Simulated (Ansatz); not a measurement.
Cu Kα1 powder pattern (kinematic, no thermal factors).
```csv
2θ (°),relative intensity
24.11,9
31.38,37
37.14,19
37.31,43
39.91,100
39.96,22
44.72,7
49.21,15
49.39,2
51.67,2
55.65,3
55.86,6
59.53,6
59.69,8
61.67,25
65.29,5
65.48,23
70.54,9
77.61,2
77.75,4
77.85,4
79.12,7
79.54,3
82.79,2
85.77,5
86.08,17
```

The pattern is computed from a structure relaxed with DFT PBE, scalar-relativistic, plane waves, PAW (Ansatz 0.2.0). No spin polarisation. Its elements are Al, P, Sc.

Question: Give the structure.

Answer: Sc₂AlP₃.
Space group R-3m:H (No. 166). a = 5.697 Å, b = 5.697 Å, c = 11.101 Å, α = 90.00°, β = 90.00°, γ = 120.00°
```json
{"atom": "Sc", "site": "6c", "symmetry": "3m", "x": "0.3333", "y": "0.6667", "z": "0.5190"}
{"atom": "Al", "site": "3b", "symmetry": "-3m", "x": "0.3333", "y": "0.6667", "z": "0.1667"}
{"atom": "P", "site": "9e", "symmetry": ".2/m", "x": "0.1667", "y": "0.3333", "z": "0.3333"}
```

A pattern alone doesn't exclude other cells with like lines; this is the one computed.

Another cell of Sc2AlP3 relaxed alike, in Cmmm, lies 0.49 eV/atom lower, so this cell isn't the stable form at this level.

The cell was found from a structure generator's guess, not taken from experiment.
